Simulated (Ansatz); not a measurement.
# Cs₂RuC₂NCl₃O₅: what each run costs

Cell: 28 atoms, space group P-1, a = 6.850 Å, b = 7.298 Å, c = 12.749 Å, α = 87.54°, β = 80.05°, γ = 67.76°.

All runs are DFT with Ansatz 0.2.0 on 4 threads of Arm Neoverse N1 (aarch64; 8 cores open to the job, memory cap 8.0 GiB, no GPU), a shared host.

Q: Rank the runs by wall time, shortest first.
A. single point at relaxed positions, r2SCAN, 500 eV, 6×5×3 k-points, smearing 0.05 eV
B. relaxation of the ions, PBE, 420 eV, 6×5×3 k-points, smearing 0.05 eV
C. single point, PBE, 420 eV, 6×5×3 k-points, smearing 0.05 eV

A: C (3 min, 3.2 GiB), A (6.1 min, 4.9 GiB), B (16 min, 3.7 GiB).
